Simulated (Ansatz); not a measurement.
## Surface calculation: hcp Ru (0001), 4 layers

The slab is cut from the hcp crystal, the stable phase, as relaxed on PAW files (13.77 Å³/atom), with 16 Å of vacuum and a dipole correction:

```
Ru
1.0
     2.72074    0.00000    0.00000
    -1.36037    2.35623    0.00000
     0.00000    0.00000   22.44410
Ru
4
Cartesian
  2.0406 0.3927 8.0000
  -0.6802 1.9635 10.1480
  2.0406 0.3927 12.2961
  -0.6802 1.9635 14.4441
```

All numbers are PBE results (scalar-relativistic) from Ansatz 0.2.0, with a Γ-centred 14×14×1 k mesh, Fermi–Dirac smearing of 0.08 eV, no spin polarisation. Methods: LAPW: all electrons, basis error target 1 meV/atom; PAW: frozen-core files, cutoff 420 eV.

The bulk energy comes from a cell in the slab's orientation on a 14×14×8 mesh. The surface energy is (E(slab) − N·E(bulk))/2A at zero smearing, the mean of both faces; thin slabs carry quantum-size effects.

**Question.** As cut, the LAPW slab lies 2.179 eV above 4 atoms of bulk. What surface energy is that?

**Answer.** Over two faces of 6.41 Å² it is 169.9 meV/Å², and times 16.02 J/m² per eV/Å² that gives γ = 2.723 J/m².

**Question.** What do relaxation and the other method give, and what work function comes out?

**Answer.** 

| method | γ as cut (J/m²) | γ relaxed (J/m²) | Φ as cut (eV) | Φ relaxed (eV) |
| --- | --- | --- | --- | --- |
| LAPW | 2.723 | 2.649 | 5.08 | 5.00 |
| PAW | 2.719 | 2.646 | 5.08 | 5.00 |

**Question.** How do the spacings between the planes relax?

**Answer.** From the bottom face up: d12 -3.6 % of 2.148 Å, d23 +0.7 % of 2.148 Å, d34 -3.6 % of 2.148 Å.

**Question.** What changes if the images along the normal are cut off in place of the dipole correction?

**Answer.** LAPW then gives: no gap, work function 5.01 eV; PAW: no gap, work function 5.00 eV.

**Question.** A field of 0.2 V/Å is applied along the normal, atoms held. What follows?

**Answer.** LAPW finds an induced dipole of 0.0705 e·Å a cell (PAW 0.0705), that is 9.95 Å for 4πα over the area, against 6.30 Å between the outer atoms.

**Question.** A 3d core hole is made on one atom of each kind in every 1×1 cell (PAW hole dataset, neutral cell, valence without spin). What does it cost by layer?

**Answer.** layer 1 279.00 eV, layer 2 279.52 eV. Shifts between layers mean more than the absolute values, and a whole layer of holes screens otherwise than one hole.
